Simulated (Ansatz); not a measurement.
ZrO2:
```
ZrO2
1.0
    3.58447     0.00000     0.00000
    0.00000     3.58447     0.00000
    0.00000     0.00000     5.17879
Zr O
2 4
Direct
  0.00000   0.00000   0.00000
  0.50000   0.50000   0.50000
  0.00000   0.50000   0.29885
  0.00000   0.50000   0.79885
  0.50000   0.00000   0.20115
  0.50000   0.00000   0.70115
```

Relaxed with PBEsol. PBEsol in the plane-wave PAW code Ansatz gives a gap of 4.00 eV.

Question: What gap does HSE06 give on the same cell (Ansatz, PAW)?

Answer: 5.73 eV, 1.73 eV more. The hybrid was solved on a coarser mesh and at special points; the gap given is the minimum over both.

| k | v1 PBEsol | c1 PBEsol | v1 HSE06 | c1 HSE06 |
|---|---|---|---|---|
| Γ | -0.12 | 4.00 | -0.09 | 5.73 |
| Z | -0.03 | 4.58 | ___ | ___ |
| M | -0.34 | 5.16 | ___ | ___ |
| A | -0.05 | 5.19 | ___ | ___ |
| R | -0.90 | 4.55 | ___ | ___ |
| X | -0.12 | 4.43 | -0.13 | 6.16 |

Question: Top valence (v1) and lowest conduction level (c1) in eV from each method's valence maximum (which need not be a listed point): supply the withheld HSE06 values.

Answer: 
- Z, v1 HSE06: 0.00
- Z, c1 HSE06: 6.36
- R, v1 HSE06: -0.97
- R, c1 HSE06: 6.30
- M, v1 HSE06: -0.33
- M, c1 HSE06: 6.94
- A, v1 HSE06: -0.02
- A, c1 HSE06: 7.00

Cost on shared cores: the PBEsol run (SCF on a 8×8×6 mesh, then bands and DOS) roughly 40 core-seconds, the HSE06 run (SCF on 5×5×3, then a few points) roughly 120 core-seconds; the tasks are unlike.

Space group P4_2/nmc. This is a known high-temperature phase of the composition, computed here at zero pressure and temperature. Symmetry was held in the PBEsol relaxation; whether a distortion lowers the energy is not shown. No spin polarisation was allowed. Spin–orbit coupling is left out wherever it is not named.

Potentials: the earlier of the program's two PAW sets. The files were generated under PBE; for other functionals the program regenerates the frozen cores, and for LDA and PBEsol the local potential too.
